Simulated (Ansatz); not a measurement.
### Question
Each is relaxed and computed with DFT-LDA in the program Ansatz with PAW potentials. Which is the only one with a gap?
A. SiNi2, Pnma (Si on 4c, Ni on 4c, Ni on 4c)
B. BaCu4As2, R-3m (Cu on 6c, Cu on 6c, Ba on 3a, As on 6c)
C. Sr3Li4Sb4, Immm (Pearson symbol oI22)
D. SrNiF6, R-3m (Sr on 3b, Ni on 3a, F on 18h)

### Answer
D, SrNiF6, R-3m (Sr on 3b, Ni on 3a, F on 18h). SrNiF6: gap 1.28 eV (indirect); Sr3Li4Sb4: metal; BaCu4As2: metal; SiNi2: metal. Standing as an ambient phase not checked: SrNiF6, R-3m (Sr on 3b, Ni on 3a, F on 18h); Sr3Li4Sb4, Immm (Pearson symbol oI22); BaCu4As2, R-3m (Cu on 6c, Cu on 6c, Ba on 3a, As on 6c). Unstable at this level: SrNiF6, R-3m (Sr on 3b, Ni on 3a, F on 18h). All cells were relaxed under the symmetry of their starts (and spin orders); stability against distortions was not tested throughout. Rows with no word on spin ran without spin polarisation. Spin–orbit coupling is left out wherever it is not named.

Potentials: the later of the program's two PAW sets.
